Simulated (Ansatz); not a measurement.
Relaxation of a relaxed SnTe cell squeezed uniformly to 80 % of its volume; 2 atoms in the cell, which starts as Fm-3m (No. 225), cF8; a = 5.950 Å, b = 5.950 Å, c = 5.950 Å, α = 90.00°, β = 90.00°, γ = 90.00°. Level of theory: PBE (plane waves to 420 eV, PAW, scalar-relativistic; Ansatz, a first-principles code). Γ-centred k-mesh 7×7×7 on the run's cell (coarser than for final values), Fermi–Dirac smearing 0.05 eV. This is the first round of the run. 

The optimiser's lines from the output (shortened; P is positive under compression):

```
relax step   1: F+E_penalty+E_count = -13004.43314223 eV  Δ(F+E_penalty+E_count) = +0.000e0 eV  max|allowed force component| = 1.874e-29 eV/Å  Δτ_max = 0.0000 Å  P = +14.767 GPa  Ω = 52.657 Å³  (7 SCF iters, dr2 threshold 1.00e-7 eV, accepted)
relax step   2: F+E_penalty+E_count = -13004.86719072 eV  Δ(F+E_penalty+E_count) = -4.340e-1 eV  max|allowed force component| = 9.072e-30 eV/Å  Δτ_max = 0.0000 Å  P = +3.805 GPa  Ω = 60.739 Å³  (6 SCF iters, dr2 threshold 2.00e-7 eV, accepted)
relax step   3: F+E_penalty+E_count = -13004.91716355 eV  Δ(F+E_penalty+E_count) = -4.997e-2 eV  max|allowed force component| = 1.321e-29 eV/Å  Δτ_max = 0.0000 Å  P = +1.048 GPa  Ω = 64.151 Å³  (5 SCF iters, dr2 threshold 2.00e-7 eV, accepted)
relax step   4: F+E_penalty+E_count = -13004.92205160 eV  Δ(F+E_penalty+E_count) = -4.888e-3 eV  max|allowed force component| = 8.710e-30 eV/Å  Δτ_max = 0.0000 Å  P = +0.118 GPa  Ω = 65.550 Å³  (5 SCF iters, dr2 threshold 2.00e-7 eV, accepted)
relax step   5: F+E_penalty+E_count = -13004.92210474 eV  Δ(F+E_penalty+E_count) = -5.314e-5 eV  max|allowed force component| = 6.968e-30 eV/Å  Δτ_max = 0.0000 Å  P = +0.004 GPa  Ω = 65.732 Å³  (4 SCF iters, dr2 threshold 3.50e-8 eV, accepted)
relax step   6: F+E_penalty+E_count = -13004.92319604 eV  Δ(F+E_penalty+E_count) = -1.091e-3 eV  max|allowed force component| = 1.104e-29 eV/Å  Δτ_max = 0.0000 Å  P = +0.012 GPa  Ω = 65.732 Å³  stress off target by 1.17e-2 GPa  SCF on the basis re-selected at this cell (its energy is not comparable with the rows above)  (7 SCF iters)
```

From the first to the last row the energy changes by -0.25 eV/atom and the volume by +24.8 %. The last row is marked as not comparable with the walk above it, whose basis was carried along; it does compare with step 1, since both stand on a basis selected at the nominal cutoff for their own cell.

Later rounds, restarted from the end of this one on a renewed k-mesh, logged 6 more steps and released under 0.01 eV/atom more. The final structure after all rounds: Fm-3m (No. 225), cF8, rock salt type; a = b = c = 6.409 Å, α = β = γ = 90.00°. Between re-selections the logged energies stand on a plane-wave basis carried along with the cell. No spin polarisation in the result.

The run could not lose the symmetry of its start.

All atoms sit on sites fixed by symmetry, so only the cell could relax.
